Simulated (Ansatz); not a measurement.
**A trial form of Ba5Ge2F2**

All numbers below come from DFT PBE, scalar-relativistic, plane waves, PAW in Ansatz 0.2.0. Cutoff 420 eV, Gaussian smearing, Γ-centred meshes. Cell and atoms relax first on a coarse mesh and then on a finer one. In between, the cell is made exact in the group found at 0.06 Å. In metals the finer mesh still leaves noise of several meV/atom or more. The steps can't lower the symmetry of their start. No spin polarisation.

A trial structure of Ba5Ge2F2 was built thus: random cell by space group and Wyckoff sites (P6/mmm, No. 191). The dimensions are guesses.

```yaml
crystal:
  lattice:
    - [5.88528, 0.00000, 0.00000]
    - [-2.94264, 5.09680, 0.00000]
    - [0.00000, 0.00000, 8.91934]
  atoms:
    - { symbol: Ba, position: [0.33333, 0.66667, 0.28527] }
    - { symbol: Ba, position: [0.66667, 0.33333, 0.28527] }
    - { symbol: Ba, position: [0.66667, 0.33333, 0.71473] }
    - { symbol: Ba, position: [0.33333, 0.66667, 0.71473] }
    - { symbol: Ba, position: [0.00000, 0.00000, 0.50000] }
    - { symbol: Ge, position: [0.33333, 0.66667, 0.00000] }
    - { symbol: Ge, position: [0.66667, 0.33333, 0.00000] }
    - { symbol: F, position: [0.33333, 0.66667, 0.50000] }
    - { symbol: F, position: [0.66667, 0.33333, 0.50000] }
```

Formation energies are uncorrected and refer to the elements' standard structures at the same level (F₂ as a molecule).

Question: Which structure results?

Answer: The symmetry stays P6/mmm (No. 191). The volume per atom grows by 31.9 %, from 29.7 to 39.2 Å³. The shortest distance goes from 1.92 Å (Ba–F) to 2.66 Å (Ba–F). The ratio c/a of the conventional cell changes by a factor of 1.31. The energy falls by about 1.5 eV/atom (the start's value is from the coarse mesh). Conventional cell: a = 5.892 Å, c = 11.740 Å. Ba on a site of symmetry 3m is surrounded by 1 F at 2.66 Å, 1 Ge at 3.21 Å and 3 Ba at 3.40 Å; around Ba on a site of symmetry 6/mmm lie 6 F at 3.40 Å; Ge is surrounded by 2 Ba at 3.21 Å and 3 Ge at 3.40 Å; F is surrounded by 2 Ba at 2.66 Å, 3 Ba at 3.40 Å and 3 F at 3.40 Å.

Space group P6/mmm (No. 191). a = 5.892 Å, b = 5.892 Å, c = 11.740 Å, α = 90.00°, β = 90.00°, γ = 120.00°
```csv
atom,site,symmetry,x,y,z
Ba,4h,3m.,0.3333,0.6667,0.2732
Ba,1b,6/mmm,0.0000,0.0000,0.5000
Ge,2c,-6m2,0.3333,0.6667,0.0000
F,2d,-6m2,0.3333,0.6667,0.5000
```

Question: How does it come out in energy, and is it a metal?

Answer: The formation energy is −0.61 eV/atom and the gap on the 6×6×4 mesh of the 9-atom cell is 0 eV (a metal).

A negative formation energy is needed for stability but isn't enough: competing phases decide.

The last run used Gaussian smearing of 0.10 eV. Symmetry constrained the relaxation, so the result can be a saddle point.
